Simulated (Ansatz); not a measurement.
Single point in Ansatz 0.2.0 with PBE0, no spin polarisation. Cutoff 420 eV, PAW datasets, 2×1×3 Γ-centred k mesh, fermi-dirac filling (width 0.1 eV).

Computed maps in the lattice plane spanned by a (left to right, 7.93 Å, 24 points from zero) and b (bottom to top, 10.01 Å, 26 points from zero), 90° apart, at height 0.000 along c. The fields are smooth PAW ones with compensation charges, not the true ones near nuclei.

Valence density. Digits on a logarithmic scale: 0 up to 0.03 e/Å³, each further digit a factor of 1.6, 9 from 1.3 e/Å³ up:
```
999754444320124788887799
997532222100135786688779
654311000000035787787656
322100000000024688887543
000000000000013467765321
000012211000001234443210
001234443210000012211000
013467765321000000000000
024688887543322100000000
035787787656654311000000
135786688779997532222100
124788887799999754444320
113567766899999866776531
102344445799999778888742
100122223579997788668753
000000011345665678778753
000000000122334578888642
000000000000012356776431
000011221000001234443210
001234443210000011221000
012356776431000000000000
334578888642000000000122
665678778753000000011345
997788668753100122223579
999778888742102344445799
999866776531113567766899
```

The cell is Cs2HgS2. Which atoms lie within 0.2 Å of this plane, and where (fractions of a and b)?

Hg at (0.50, 0.50), Hg at (0.00, 0.00), S at (0.23, 0.59), S at (0.77, 0.41), S at (0.73, 0.91), S at (0.27, 0.09). The whole cell:
```yaml
crystal:
  lattice:
    - [7.92828, 0.00000, 0.00000]
    - [0.00000, 10.00632, 0.00000]
    - [0.00000, 0.00000, 4.56349]
  atoms:
    - { symbol: Hg, position: [0.50000, 0.50000, 0.00000] }
    - { symbol: Hg, position: [0.00000, 0.00000, 0.00000] }
    - { symbol: Cs, position: [0.39222, 0.83311, 0.50000] }
    - { symbol: Cs, position: [0.60778, 0.16689, 0.50000] }
    - { symbol: Cs, position: [0.89222, 0.66689, 0.50000] }
    - { symbol: Cs, position: [0.10778, 0.33311, 0.50000] }
    - { symbol: S, position: [0.23025, 0.59445, 0.00000] }
    - { symbol: S, position: [0.76975, 0.40555, 0.00000] }
    - { symbol: S, position: [0.73025, 0.90555, 0.00000] }
    - { symbol: S, position: [0.26975, 0.09445, 0.00000] }
```

Origin: a known structure type with other elements, at an estimated volume, so it need not be a known compound. Caveats: hybrid functional on a coarse k mesh.
